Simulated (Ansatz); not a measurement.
SrO (rock salt, Fm-3m) at seven volumes, PBE (plane waves, PAW; program Ansatz), scaled uniformly. One row is withheld.

```
V (Å³/atom)  P (GPa)
-----------  -------
15.948          9.86
16.474          6.01
16.999             ?
17.525          0.00
18.051         -2.34
18.577         -4.32
19.102         -6.01
```

Task: Fit the shown pressures and predict the withheld one.

Result: P = (3/2)B₀(x^(7/2) − x^(5/2))[1 + (3/4)(B′ − 4)(x − 1)] with x = (V₀/V)^(2/3). Least squares on the six rows gives V₀ = 17.525 Å³/atom, B₀ = 84.6 GPa, B′ = 4.49. At V = 16.999, x = 1.0205 and P = 2.76 GPa. The run itself gave 2.76 GPa.

Symmetry was held in the PBE relaxation; phonons on a q-mesh show no instability.

Potentials: the later of the program's two PAW sets.
